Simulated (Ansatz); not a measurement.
MoRh:
Space group P-6m2 (No. 187); a = b = 2.7434 Å, c = 4.3888 Å, α = β = 90.00°, γ = 120.00°

```csv
atom,site,symmetry,x,y,z
Mo,1b,-6m2,0.0000,0.0000,0.5000
Rh,1c,-6m2,0.3333,0.6667,0.0000
```

Relaxed at zero pressure with the program Ansatz at the PBEsol level (PAW).

Problem. The volume is raised by 3 % and shape and atoms relax at that volume. What pressure results, and how do the axes share the change?

Solution. -8.0 GPa; a 1.0 %, b 1.0 %, c 0.9 %; the energy rises by 11 meV/atom.

Problem. Give the new structure.

Solution. 
Space group P-6m2 (No. 187); a = 2.7719 Å, b = 2.7719 Å, c = 4.4280 Å, α = 90.00°, β = 90.00°, γ = 120.00°

```tsv
atom	site	symmetry	x	y	z
Mo	1b	-6m2	0.0000	0.0000	0.5000
Rh	1c	-6m2	0.3333	0.6667	0.0000
```

The phase is kept; no other phase was compared at this pressure.

The first step of the workflow began from a Materials Project structure, measured or hypothetical; the Crystallography Open Database copy checked does not list it. With Mo and Rh taken as one species the cell has the higher symmetry P6_3/mmc, so it may be an ordered model of a mixed-site phase. Its standing as an ambient phase is unchecked. Symmetry was held in the PBEsol relaxation; whether a distortion lowers the energy is not shown. No spin polarisation was allowed. Axis ratios of metals converge slowly with the k-mesh, so a and c are less sure than the volume.

Potentials: the later of the program's two PAW sets.
